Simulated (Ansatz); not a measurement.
### Question
AgW (CsCl type, space group No. 221) is relaxed with plane-wave PAW PBEsol (Ansatz code). What lattice parameters of the conventional cell result?

### Answer
a = 3.176 Å.

Space group Pm-3m (CsCl type). The start of the workflow was typed in or built on a structure type; neither database checked (COD, Materials Project) lists it. Whether it is the stable phase at ambient conditions was not checked. The cell was relaxed with PBEsol under the symmetry of its start. At this level the phase is mechanically unstable. No spin polarisation was allowed. Its formation energy is positive at this level, so the cell may be metastable or incomplete. Spin–orbit coupling is left out wherever it is not named.

Potentials: the later of the program's two PAW sets.
